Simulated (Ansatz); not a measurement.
Fe2O3 — field gradients at the nuclei

The cell is an entry of the Crystallography Open Database (COD) whose atoms were relaxed with PBE, the cell held.

```yaml
crystal:
  lattice:
    - [2.51900, 1.45435, 4.59067]
    - [-2.51900, 1.45435, 4.59067]
    - [0.00000, -2.90869, 4.59067]
  atoms:
    - { symbol: Fe, position: [0.34632, 0.34632, 0.34632] }
    - { symbol: Fe, position: [0.15368, 0.15368, 0.15368] }
    - { symbol: Fe, position: [0.65368, 0.65368, 0.65368] }
    - { symbol: Fe, position: [0.84632, 0.84632, 0.84632] }
    - { symbol: O, position: [0.56481, 0.93519, 0.25000] }
    - { symbol: O, position: [0.25000, 0.56481, 0.93519] }
    - { symbol: O, position: [0.93519, 0.25000, 0.56481] }
    - { symbol: O, position: [0.43519, 0.06481, 0.75000] }
    - { symbol: O, position: [0.75000, 0.43519, 0.06481] }
    - { symbol: O, position: [0.06481, 0.75000, 0.43519] }
```

Atom numbers follow the list; atoms alike are taken as one site, whose name carries the number of the first.

The numbers come from a DFT calculation in Ansatz (PBE+U (U = 4.0 eV on Fe d), plane waves and PAW, scalar-relativistic, collinear spin, 420 eV cutoff, Γ-centred 11×11×11 k-points, Fermi–Dirac smearing 0.05 eV). Start moments as typed (μB): 5 5 -5 -5 0 0 0 0 0 0 by atom. The program fits them to the shells of the files, so those used differ somewhat.

Conventions: |V_zz| ≥ |V_yy| ≥ |V_xx|, η = (V_xx − V_yy)/V_zz, C_Q = eQV_zz/h.

17O: I = 5/2, Q = -25.58 mb. Q values from Pyykkö, Mol. Phys. 116, 1328 (2018).

```tsv
site	atoms (order as listed)	first shell	V_xx, V_yy, V_zz (10²¹ V/m²)	η	C_Q (MHz)
Fe	1, 2, 3, 4	6 O at 1.98–2.07 Å	-0.24, -0.24, 0.47	0.00	–
O	5, 6, 7, 8, 9, 10	4 Fe at 1.98–2.07 Å	2.15, 3.01, -5.16	0.17	3.19
```

An axis of threefold or higher order runs through Fe, so V_zz lies along it and η is zero.

Fe has no stable isotope with a ground-state quadrupole moment in the table, so no C_Q is given.

At this cell the PBE+U pressure is 10 GPa, so with PBE+U the cell would grow if it were relaxed. The entry's cell may itself be off. The largest force is 1.1 eV/Å, so the atoms aren't at the calculated equilibrium and relaxing them would move these values. Runs of this kind can end above the lowest electronic state. With these PAW files V_zz is typically within 2 to 3 % of all-electron values, but misses above 10 % occur on Fe. The magnetic order is the one that the run reached from its start moments, not necessarily the measured one; the program found signs of a lower order.
